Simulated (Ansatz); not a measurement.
## Structures of Rb2Na: which is lowest?

Plane-wave DFT in Ansatz with scalar-relativistic PAW potentials, cutoff 420 eV, Γ-centred meshes chosen by cell and gap, Gaussian smearing with energies taken to zero width. Every cell was relaxed (cell and atoms) in a run of its own, within the symmetry of its start. Functional: PBE.

Relaxed structures (starts from databases or built by putting these elements on another compound's sites):
A. Fm-3m, 3 atoms in the computed cell, a = 9.898 Å; sites (symmetry × multiplicity) Rb -43m × 8, Na m-3m × 4; start: built
B. Fd-3m, 6 atoms in the computed cell, a = 12.316 Å; sites (symmetry × multiplicity) Rb .-3m × 16, Na -43m × 8; start: built

Rank them by energy. Could pressure change the order?

| structure | group | E − E(lowest) (meV/atom) | V (Å³/atom) | gap on mesh (eV) |
| --- | --- | --- | --- | --- |
| A | Fm-3m | 0.0 | 80.81 | 0.00 |
| B | Fd-3m | 72 | 77.83 | 0.00 |

A is lowest, 72 meV/atom under B. B is denser by 2.98 Å³/atom, so pressure favours it: ΔE/ΔV, with ΔE in eV and 1 eV/Å³ = 160.2 GPa, gives about 3.9 GPa for equal enthalpy if both cells were rigid, a rough figure since the two compress differently. Other structures may lie lower than all of these, and vibrations aren't counted.